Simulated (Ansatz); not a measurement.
SnPS$_{3}$ in space group R-3 (No. 148; Sn on 6c, P on 6c, S on 18f), LDA in the plane-wave PAW code Ansatz. The conduction-band minimum lies at T, with 1 equivalent valley. Second derivatives d²E/dk² of the lowest band at one valley (eV·Å²), along Cartesian directions:

```tsv
direction	d²E/dk²
[100]	29.45
[010]	29.45
[001]	8.351
[110]	29.45
[101]	18.91
[011]	18.91
```

Task: Find the principal effective masses, the density-of-states mass and the conductivity mass.

Result: Off-diagonal terms follow from H_xy = H[110] − (H_xx + H_yy)/2, and m*/mₑ = 7.620 eV·Å² over each eigenvalue: 0.26, 0.26, 0.91. One valley's DOS mass (m₁m₂m₃)^(1/3) = 0.39, conductivity mass 3/(Σ 1/mᵢ) = 0.34 mₑ.

Task: What effective density of states Nc follows at 300 K for parabolic valleys?

Result: Nc = 2.509e19 × 1 × (0.39)^(3/2) ≈ 6.1e18 cm⁻³.

The first step of the workflow began from a Materials Project structure, measured or hypothetical; the Crystallography Open Database copy checked does not list it. COD files the formula under space group No. 7, 14, so this cell is another polymorph or a model. Whether it is the stable phase at ambient conditions was not checked. Symmetry was held in the LDA relaxation; its stability against distortions is not shown here. A crystal of weakly bound layers computed without a dispersion correction: the cell and the soft elastic constants depend strongly on that. Scalar-relativistic: spin–orbit coupling is off unless named, which matters more the heavier the elements.

Potentials: the later of the program's two PAW sets.

Edges and masses are those of Kohn–Sham bands, whose gap is no quasiparticle gap.
